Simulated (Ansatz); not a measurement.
# Vibrational response of SiPb₂

The calculation used Ansatz 0.2.0, DFT PBE, scalar-relativistic, plane waves, PAW. Cutoff 420 eV, 10×10×10 k-points (Γ-centred), Fermi-Dirac smearing of 0.15 eV. No spin polarisation. Phonons by linear response, acoustic sum rule imposed.

Relaxed structure:
```yaml
crystal:
  lattice:
    - [0.00000, 3.55856, 3.55856]
    - [3.55856, 0.00000, 3.55856]
    - [3.55856, 3.55856, 0.00000]
  atoms:
    - { symbol: Si, position: [0.00000, 0.00000, 0.00000] }
    - { symbol: Pb, position: [0.75000, 0.75000, 0.75000] }
    - { symbol: Pb, position: [0.25000, 0.25000, 0.25000] }
```

The cell was built by swapping an element in a database structure (itself possibly hypothetical) and relaxing; it need not be the stable form of this composition. In a metal, frequencies and elastic constants depend on the k mesh and the smearing, soft modes and shear constants most. Spin–orbit coupling is left out, which can shift energies with elements as heavy as these.

(1) Is this structure stable against zone-centre distortions?

(2) List the optical modes at Γ (i marks imaginary ones).

Results:

(1) Yes, at Γ: no optical mode is imaginary. Strains and other wave vectors aren't tested by this run.

(2)
| frequency (cm⁻¹) | degeneracy |
| --- | --- |
| 71 | 3 |
| 157 | 3 |